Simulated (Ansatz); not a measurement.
**Si3N4, one structure, two calculations**

Cell: an entry of the Crystallography Open Database (COD) whose atoms were relaxed with PBE, the cell held.

Space group P6_3/m (No. 176); a = 7.6170, c = 2.9134 Å, γ = 120.00°.

```csv
site,Wyckoff,site symmetry,x,y,z
Si,6h,m..,0.1740,0.7679,0.2500
N7,2c,-6..,0.3333,0.6667,0.2500
N9,6h,m..,0.3298,0.0300,0.2500
```

One atom of each set is listed.

First run. The numbers come from a DFT calculation in Ansatz (PBE, plane waves and PAW, scalar-relativistic, 420 eV cutoff, Γ-centred 4×4×9 k-points, Fermi–Dirac smearing 0.02 eV).

```tsv
site	V_zz (10²¹ V/m²)	η
Si	0.98	0.42
N7	-4.94	0.00
N9	-5.00	0.08
```

Second run. The same atoms and settings, except that the functional is LDA.

Problem. Given the first result, estimate the second.

Solution. 

| site | V_zz | η | change of V_zz |
| --- | --- | --- | --- |
| Si | 0.97 | 0.43 | -0.01 |
| N7 | -4.75 | 0.00 | +0.19 |
| N9 | -4.81 | 0.08 | +0.19 |

The largest change of V_zz is on N7, from -4.94 to -4.75. In per cent, |V_zz| changes by -1 on Si, -4 on N (all sites that start above 0.5).

For the second run: At this cell the principal stresses reach 5 GPa in size with LDA, which can matter for small gradients.
